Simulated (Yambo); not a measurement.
Quantum ESPRESSO input (LDA, PseudoDojo standard norm-conserving files, scalar-relativistic) whose wavefunctions are converted with p2y:

```
&CONTROL
  calculation = 'nscf'
  pseudo_dir = './pseudo'
  outdir = './out'
/
&SYSTEM
  ibrav = 0
  nat = 5
  ntyp = 3
  ecutwfc = 84.0
  ecutrho = 336.0
  occupations = 'fixed'
  force_symmorphic = .true.
  nbnd = 104
  assume_isolated = '2D'
/
&ELECTRONS
  conv_thr = 5e-09
  diago_full_acc = .true.
  diago_thr_init = 1e-08
/
ATOMIC_SPECIES
H 1.0080 H.upf
O 15.9990 O.upf
Ca 40.0780 Ca.upf
CELL_PARAMETERS angstrom
  3.514735403307   0.000000000000   0.000000000000
 -1.757367701654   3.043850146845   0.000000000000
  0.000000000000   0.000000000000  17.500000000000
ATOMIC_POSITIONS crystal
H   0.333333333000   0.666666667000   0.118852022600
H   0.666666666333   0.333333333667  -0.118852022600
O   0.333333333000   0.666666667000   0.063730500500
O   0.666666666333   0.333333333667  -0.063730500500
Ca  -0.000000000000   0.000000000333  -0.000000000000
K_POINTS automatic
3 3 1 0 0 0
```

Yambo's initialisation report on symmetry, reciprocal space, the k grid and the gaps on this mesh:

```
  [02.02] Symmetries
  ==================

  Inversion symmetry    : yes
  Spatial inversion     : yes
  Inversion index       :   7
  K-space Time-reversal : no
  Magnetic symmetries   : no
  Group table correct   : yes
  Symmetries units      :  [cc]

  [02.03] Reciprocal space
  ========================

  nG shells         :   6015
  nG charge         :  131695
  nG WFs            :  19835
  nC WFs            :  16489
  G-vecs. in first 80 shells:  [ Number ]
    1   3   5   7   9  11  17  29  31
    43   55   57   69   81   83   95   97  109
   121  127  129  141  153  165  177  189  191
   203  209  221  233  245  257  269  271  283
    295   307   319   331   343   345   357   369   381
    383   395   407   419   431   443   445   457   469
    481   505   529   553   565   589   601   603   627
    639   663   675   687   711   713   725   737   761
    767   779   791   803   815   839   851   863
  ...
  Shell energy in first 80 shells:  [ mHa ]
     0.0000   18.0491   72.1965  162.4420  288.7858  451.2279  596.6031  614.6522  649.7681
    668.800      759.045      884.407      885.389      1047.83      1155.14      1246.37      1461.98      1481.01
    1751.75      1789.81      1804.91      1807.86      1862.01      1952.25      2058.58      2078.59      2183.94
    2241.04      2386.41      2401.51      2404.46      2439.58      2458.61      2548.85      2599.07      2674.22
    2675.20      2780.55      2837.64      2944.95      3036.18      3050.30      3195.68      3251.79      3270.82
    3537.63      3541.56      3594.72      3646.90      3848.39      3973.75      4061.05      4134.23      4176.22
    4191.32      4194.27      4248.42      4338.66      4388.88      4465.01      4570.36      4620.57      4627.45
    4657.65      4825.99      4840.11      4985.48      5060.63      5216.19      5217.18      5327.44      5331.36
    5369.43      5387.48      5436.71      5441.62      5531.87      5638.20      5658.21      5812.80
  ...

  [02.04] K-grid lattice
  ======================

  Compatible Grid is   : 2D
  Base K vectors       :  K_min[ 1 ]  K_min[ 2 ]  K_min[ 3 ]
  K_min[ 1 ] :  0.33333      0.96617E-13   0.0000     [rlu]
  K_min[ 2 ] :  0.27204E-16  0.33333       0.0000     [rlu]
  Grid dimensions      :  3  3
  K lattice UC volume  :  0.021815 [a.u.]

  IBZ K-points                                      :  3
  BZ  K-points                                      :   9

  K/Q-points units:
  rlu = crystal or reduced units; cc = cartesian coordinates; iku = interal k-units

  K [1]          [rlu]:  0.000000  0.000000  0.000000
         WF components:  16489
  K [2]          [rlu]:  0.000000  0.333333  0.000000
         WF components:  16427
  K [3]          [rlu]:  0.333333  0.333333  0.000000
         WF components:  16404

  [02.05] Energies & Occupations
  ==============================

  [X] === General ===
  [X] Electronic Temperature                        :  0.000000  0.000000 [eV K]
  [X] Bosonic    Temperature                        :  0.000000  0.000000 [eV K]
  [X] Finite Temperature mode                       : no
  [X] El. density                                   :  0.12819E+24 [cm-3]
  [X] Fermi Level                                   : -4.987623 [eV]

  [X] === Gaps and Widths ===
  [X] Conduction Band Min                           :  3.683694 [eV]
  [X] Valence Band Max                              :  0.000000 [eV]
  [X] Filled Bands                                  :  12
  [X] Empty Bands                                   :   13  104
  [X] Direct Gap                                    :  3.683694 [eV]
  [X] Direct Gap localized at k                     :  1
  [X] Indirect Gap                                  :  3.683694 [eV]
  [X] Indirect Gap between kpts                     :  1  1
  [X] Last valence band width                       :  0.425552 [eV]
  [X] 1st conduction band width                     :  3.730802 [eV]
```
The gaps are LDA values on this mesh alone; only operations without fractional translations are kept.

Geometry relaxed with LDA.
